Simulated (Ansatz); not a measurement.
LaNbN₃:
```cif
data_LaN3Nb
_chemical_formula_sum 'La1 Nb1 N3'
_space_group_name_H-M_alt 'P 1'
_space_group_IT_number 1
_cell_length_a 4.09109
_cell_length_b 4.09109
_cell_length_c 4.09109
_cell_angle_alpha 90.000
_cell_angle_beta 90.000
_cell_angle_gamma 90.000
loop_
_space_group_symop_operation_xyz
  'x, y, z'
loop_
_atom_site_label
_atom_site_type_symbol
_atom_site_fract_x
_atom_site_fract_y
_atom_site_fract_z
_atom_site_occupancy
La1 La 0.00000 0.00000 0.00000 1
Nb1 Nb 0.50000 0.50000 0.50000 1
N1 N 0.50000 0.50000 0.00000 1
N2 N 0.50000 0.00000 0.50000 1
N3 N 0.00000 0.50000 0.50000 1
```
The run is spin-polarised; directions of the spins, atom by atom: 0 0 0 0 0.

Relaxed with r²SCAN.

**Question.** Tabulate the valence density and the electron localisation function along the shortest La–Nb contact (3.54 Å), r²SCAN in the plane-wave PAW code Ansatz.

**Answer.** 

| distance from La (Å) | density (e/Å³) | ELF |
|---|---|---|
| 0.35 | 1.50 | 0.23 |
| 0.53 | 1.66 | 0.65 |
| 0.71 | 1.55 | 0.82 |
| 0.89 | 1.10 | 0.84 |
| 1.06 | 0.61 | 0.73 |
| 1.24 | 0.29 | 0.37 |
| 1.42 | 0.16 | 0.10 |
| 1.59 | 0.11 | 0.06 |
| 1.77 | 0.10 | 0.07 |
| 1.95 | 0.12 | 0.08 |
| 2.13 | 0.14 | 0.07 |
| 2.30 | 0.20 | 0.07 |
| 2.48 | 0.36 | 0.12 |
| 2.66 | 0.90 | 0.40 |
| 2.83 | 2.23 | 0.72 |
| 3.01 | 4.11 | 0.78 |
| 3.19 | 5.20 | 0.62 |

The density is the valence pseudo-density with augmentation charge, so density and ELF within about 1 Å of a nucleus are not all-electron values.

Space group Pm-3m (cubic perovskite). The start of the workflow was typed in or built on a structure type; neither database checked (COD, Materials Project) lists it. Whether it is the stable phase at ambient conditions was not checked. The r²SCAN relaxation kept the symmetry of its start, as lowered by the spin order; whether a distortion lowers the energy is not shown. Spin order of the final state: ferrimagnetic, the only order run, not a proven ground state. The cell computed holds one magnetic atom, so no antiferromagnetic order was within reach. Other orbital occupations within this spin state were not tried. No Hubbard U is applied. Scalar-relativistic: spin–orbit coupling is off unless named, which matters more the heavier the elements.

Potentials: the later of the program's two PAW sets.
